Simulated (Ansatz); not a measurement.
TlBaBr3 (cubic perovskite), relaxed with r2SCAN in the PAW code Ansatz. Space group Pm-3m (No. 221), cubic; conventional cell a = 6.229 Å, 48.35 Å³ an atom. Tl has 12 Br at 4.40 Å; Ba has 6 Br at 3.11 Å; Br has 2 Ba at 3.11 Å and 4 Tl at 4.40 Å.

The axes x, y and z are those of this cell:
```xyz
5
Lattice="6.2294 0.0000 0.0000 0.0000 6.2294 0.0000 0.0000 0.0000 6.2294" Properties=species:S:1:pos:R:3 pbc="T T T"
Tl    0.0000    0.0000    0.0000
Ba    3.1147    3.1147    3.1147
Br    3.1147    3.1147    0.0000
Br    3.1147    0.0000    3.1147
Br    0.0000    3.1147    3.1147
```

Unstrained: The HSE06 gap is indirect, 4.041 eV (R to X), below the direct gap of 4.258 eV at X. Meshes: HSE06 2×2×2. Strains are changes of length per length, and xy shears are angles. After each strain the atoms were relaxed again with r2SCAN in this cell and within any symmetry left, so distortions that break it or need a larger cell weren't tested; points keep the names that they have in the unstrained zone. (Calculated; spin-unpolarised; the phase may be known or hypothetical.)

(1) Apply xy shear, engineering strain (angle) +1.0 %. How far does the gap move, against the unstrained cell?

(2) Estimate what uniaxial +1.0 % along z, other directions held does to the gap.

(3) For epitaxial +3.0 % in the xy plane, how far does the free direction move, and what happens to the gap?

(4) Estimate what isotropic +5.0 % on every length does to the gap.

(5) Order the strained cells by their HSE06 gap, smallest first.
A. uniaxial +1.0 % along z, other directions held
B. xy shear, engineering strain (angle) +1.0 %
C. isotropic +5.0 % on every length
D. epitaxial +3.0 % in the xy plane

## Answers

(1) HSE06: the gap goes from 4.041 to 4.039 eV (-0.002 eV).

(2) HSE06: the gap goes from 4.041 to 4.021 eV (-0.020 eV).

(3) The normal strain at zero normal stress is -0.51 %, 0.17 of the in-plane strain with the sign turned. HSE06: the gap goes from 4.041 to 3.944 eV (-0.097 eV); the edges move from R → X to M → X [(0, 0, 1/2)]; the M points, equivalent before, split by 16 meV, and the valence top lies at those like (0, 1/2, 1/2); the X points, equivalent before, split by 58 meV, and the conduction bottom lies at those like (0, 0, 1/2).

(4) HSE06: the gap goes from 4.041 to 3.880 eV (-0.161 eV).

(5) C (3.88 eV), D (3.94 eV), A (4.02 eV), B (4.04 eV).

Spin-orbit coupling is left out; in compounds of Pb, Bi, Tl or Hg it can lower a gap by up to about 1 eV, split its edges or invert the bands.

The meshes of the hybrids are coarse, so their gaps aren't converged to the digits shown.
